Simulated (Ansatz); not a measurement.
BP:
```xyz
6
Lattice="3.2765 0.0000 0.0000 -1.6382 2.8375 0.0000 0.0000 0.0000 7.0048" Properties=species:S:1:pos:R:3 pbc="T T T"
B     -0.8191     1.4188     2.3349
B      0.8191     1.4188     4.6699
B      1.6382     0.0000     0.0000
P     -0.8191     1.4188     5.8374
P      0.8191     1.4188     1.1675
P      1.6382     0.0000     3.5024
```

Relaxed with r²SCAN.

Question: Give the Bader charges and basin volumes of the independent atoms, DFT-r²SCAN in the program Ansatz with PAW potentials.

Answer: 

```
atom  Bader charge (e)  Bader volume (Å³)
----  ----------------  -----------------
B1               +0.47                6.8
P4               -0.47               14.9
```

Space group P6_422. The start of the workflow was typed in or built on a structure type; neither database checked (COD, Materials Project) lists it. It is not the phase usual at ambient conditions (space group No. 216). Symmetry was held in the r²SCAN relaxation; whether a distortion lowers the energy is not shown.

Potentials: the later of the program's two PAW sets.
